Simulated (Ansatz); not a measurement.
CsLiMnS$_{2}$:
```
CsLiMnS2
1.0
   -2.08029     2.08029     7.04934
    2.08029    -2.08029     7.04934
    2.08029     2.08029    -7.04934
Cs Li Mn S
1 1 1 2
Direct
  0.00000   0.00000   0.00000
  0.25000   0.75000   0.50000
  0.75000   0.25000   0.50000
  0.65859   0.65859   0.00000
  0.34141   0.34141   0.00000
```
The run is spin-polarised; directions of the spins, atom by atom: 0 0 ↑ 0 0.

Relaxed with r²SCAN.

Task: Map the spin density (μB/Å³) on the plane through (0.000, 0.000, 0.000) spanned by u = [1, 1, 0] and v = [1, 0, 1] in lattice vectors, from r²SCAN in the plane-wave PAW code Ansatz.

Result: x is the fraction of u, y of v (the angle between them is 90°; rows are the nearest grid lines); atoms in the plane: Cs at (0.00, 0.00), Li at (0.75, 0.50), Mn at (0.25, 0.50), S at (0.66, 0.00), S at (0.34, 0.00).
```
y \ x   0.000  0.100  0.175  0.275  0.375  0.450  0.550  0.625  0.725  0.825  0.900   1.00
------  -----  -----  -----  -----  -----  -----  -----  -----  -----  -----  -----  -----
1.00    0.000  0.001  0.002  0.002  0.038  0.006  0.006  0.038  0.002  0.002  0.001  0.000
0.905   0.000  0.001  0.005  0.000  0.026  0.005  0.005  0.045  0.002  0.002  0.000  0.000
0.857   0.001  0.001  0.010  0.001  0.016  0.004  0.005  0.041  0.001  0.001  0.000  0.001
0.762   0.001  0.002  0.028  0.044  0.003  0.002  0.003  0.018  0.000  0.000  0.000  0.001
0.714   0.000  0.002  0.043  0.138  0.003  0.001  0.002  0.011  0.000  0.000  0.001  0.000
0.619   0.000  0.003  0.091   1.14  0.006  0.001  0.001  0.003  0.000  0.001  0.001  0.000
0.524   0.000  0.003  0.134   4.05  0.010  0.000  0.001  0.002  0.000  0.001  0.001  0.000
0.476   0.000  0.003  0.134   4.05  0.010  0.000  0.001  0.002  0.000  0.001  0.001  0.000
0.381   0.000  0.003  0.091   1.14  0.006  0.001  0.001  0.003  0.000  0.001  0.001  0.000
0.286   0.000  0.002  0.043  0.138  0.003  0.001  0.002  0.011  0.000  0.000  0.001  0.000
0.238   0.001  0.002  0.028  0.044  0.003  0.002  0.003  0.018  0.000  0.000  0.000  0.001
0.143   0.001  0.001  0.010  0.001  0.016  0.004  0.005  0.041  0.001  0.001  0.000  0.001
0.0952  0.000  0.001  0.005  0.000  0.026  0.005  0.005  0.045  0.002  0.002  0.000  0.000
0.000   0.000  0.001  0.002  0.002  0.038  0.006  0.006  0.038  0.002  0.002  0.001  0.000
```

The density is the valence pseudo-density with augmentation charge, so density and ELF within about 1 Å of a nucleus are not all-electron values.

Space group I-4m2. The first step of the workflow began from a Materials Project structure, measured or hypothetical; the Crystallography Open Database copy checked does not list it. With Li and Mn taken as one species the cell has the higher symmetry I4/mmm, so it may be an ordered model of a mixed-site phase. Its standing as an ambient phase is unchecked. The cell was relaxed with r²SCAN under the symmetry of its start; whether a distortion lowers the energy is not shown. The final state is ferromagnetic, the only order run, not a proven ground state. The cell computed holds one magnetic atom, so no antiferromagnetic order was within reach. Other orbital occupations within this spin state were not tried. No Hubbard U is applied. Spin–orbit coupling is left out wherever it is not named.

Potentials: the later of the program's two PAW sets.
